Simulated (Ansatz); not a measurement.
Starting cell, Au (fcc, Cu type):

```
Au
1.0
    0.00000     4.15726     4.15726
    2.07863     0.00000     2.07863
    2.07863     2.07863     0.00000
Au
2
Direct
  0.00000   0.00000   0.00000
  0.50000   0.00000   0.00000
```

The atoms are displaced by Q × the pattern below (from a DFPT mode at L = (0.5, 0.0, 0.0), largest move 1; Q in Å), at fixed cell. (q is in reciprocal vectors of the primitive cell; the cell shown is doubled to hold the pattern.)

```tsv
atom	x	y	z
Au1	-0.577	0.577	0.577
Au2	0.577	-0.577	-0.577
```

Level of theory: PBE (plane waves to 420 eV, PAW, scalar-relativistic; Ansatz, an electronic-structure program). k mesh 19×19×19 (Γ-centred), Fermi-Dirac smearing 0.05 eV. Energies are smeared free energies. With partly filled bands, energies and forces of such displacements shift with the k mesh and the smearing. Au was relaxed with its symmetry unable to fall. Spin-orbit coupling is left out, though Au is heavy. The PAW data are Ansatz's earlier set. The zero of ΔE is the undisplaced structure. The last digit holds for this mesh only.

```
Q (Å)   ΔE (meV/cell)
------  -------------
-0.180          504.5
-0.150          338.3
-0.120       withheld
-0.090          115.5
-0.060           50.5
-0.030           12.5
0.000             0.0
0.030            12.5
0.060            50.5
0.090           115.5
0.120        withheld
0.150           338.3
0.180           504.5
```

Problem. Fit an even polynomial form (powers 2, 4) to the given rows and predict ΔE at Q = 0.120.

Solution. Least squares on the 11 given rows: ΔE = (13820)·Q² + (53960)·Q⁴, in meV/cell with Q in Å; root-mean-square residual 0.05 meV/cell. At 0.120 the fit gives 210.2 meV/cell; the calculation gives 210.2 meV/cell, the same to the digits shown. The quadratic term alone would give 199.0 meV/cell.

(A displaced cell: forces are minus the slopes of the energy, force constants its curvatures, and phonons follow from these.)
